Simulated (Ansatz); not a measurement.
VGe2:
Space group P6₂22 (No. 180); a = 4.7491 Å, b = 4.7491 Å, c = 6.5480 Å, α = 90.00°, β = 90.00°, γ = 120.00°

```csv
atom,site,symmetry,x,y,z
V,3c,222,0.5000,0.0000,0.0000
Ge,6i,..2,0.1663,0.3327,0.0000
```

Relaxed at zero pressure with PBEsol (plane waves, PAW; program Ansatz).

Problem. The volume is raised by 6 % and shape and atoms relax at that volume. What pressure results, and how do the axes share the change?

Solution. -7.5 GPa; a 2.2 %, b 2.2 %, c 1.5 %; the energy rises by 21 meV/atom.

Problem. Give the new structure.

Solution. 
Space group P6₂22 (No. 180); a = b = 4.8544 Å, c = 6.6431 Å, α = β = 90.00°, γ = 120.00°

| atom | site | symmetry | x | y | z |
|---|---|---|---|---|---|
| V | 3c | 222 | 0.5000 | 0.0000 | 0.0000 |
| Ge | 6i | ..2 | 0.6667 | 0.8334 | 0.6667 |

The phase is kept; no other phase was compared at this pressure.

Space group P6_222. The workflow started from a Materials Project entry (that database holds measured and hypothetical structures alike); the Crystallography Open Database copy checked does not list it. Its standing as an ambient phase is unchecked. The cell was relaxed with PBEsol under the symmetry of its start; whether a distortion lowers the energy is not shown. The workflow began spin-polarised and lost its moments.

Potentials: the later of the program's two PAW sets.
